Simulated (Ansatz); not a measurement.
An Ansatz (an electronic-structure program) input:

Ansatz 0.2 input:
```yaml
crystal:
  lattice:
    - [4.2423630025, 1.5956715532, 0.0]
    - [-4.2423630025, 1.5956715532, 0.0]
    - [-3.654142877, 0.0, 6.5189380442]
  atoms:
    - { symbol: P, position: [0.1384869918, 0.8615130082, 0.0252278547] }
    - { symbol: P, position: [0.8615130082, 0.1384869918, 0.9747721453] }
    - { symbol: P, position: [0.3999811877, 0.6000188123, 0.5991115132] }
    - { symbol: P, position: [0.6000188123, 0.3999811877, 0.4008884868] }
    - { symbol: W, position: [0.841956706, 0.158043294, 0.2933781923] }
    - { symbol: W, position: [0.158043294, 0.841956706, 0.7066218077] }
kpoints:
  mp_grid: { grid: [10, 10, 5] }
  band_path:
    path:
      - [[0.0, 0.0, 0.0], [0.2964810031, 0.2964810031, 0.0]]  # Γ-C
      - [[-0.2964810031, 0.7035189969, 0.0], [-0.5, 0.5, 0.0], [0.0, 0.0, 0.0], [-0.5, 0.5, 0.5], [-0.2706773616, 0.7293226384, 0.5]]  # C_2-Y_2-Γ-M_2-D
      - [[0.2706773616, 0.2706773616, 0.5], [0.0, 0.0, 0.5], [0.0, 0.0, 0.0]]  # D_2-A-Γ
      - [[0.0, 0.5, 0.5], [0.0, 0.0, 0.0], [0.0, 0.5, 0.0]]  # L_2-Γ-V_2
    npoints: 8
hamiltonian:
  xc: r2scan
  pseudopotentials: { azcp: { folder: ./paw }, kind: paw_fr }
magnetization: { noncollinear: true, spin_orbit: true }
scf:
  n_extra_bands: 12
  convergence: { dr2_threshold: 0.0000000001 }
  occupations: { method: gaussian, width: 0.05 }
output: { eigenvalues: true }
```

Task: How many symmetry operations and irreducible k-points will the run report?

Result: 4 operations, 141 of 500 k-points.

Task: With a cutoff of 500 eV, how many plane waves at Γ?

Result: 2239.

It took about 4 core-minutes (a rough figure) on shared server cores.

Space group C2/m. The workflow started from a Materials Project entry (that database holds measured and hypothetical structures alike); the Crystallography Open Database files this formula in space group No. 12, but the cells were not matched. Its standing as an ambient phase is unchecked. The cell was relaxed with r²SCAN under the symmetry of its start; whether a distortion lowers the energy is not shown. The run is not spin-polarised.

Potentials: the earlier of the program's two PAW sets.

Ansatz is a plane-wave DFT program.
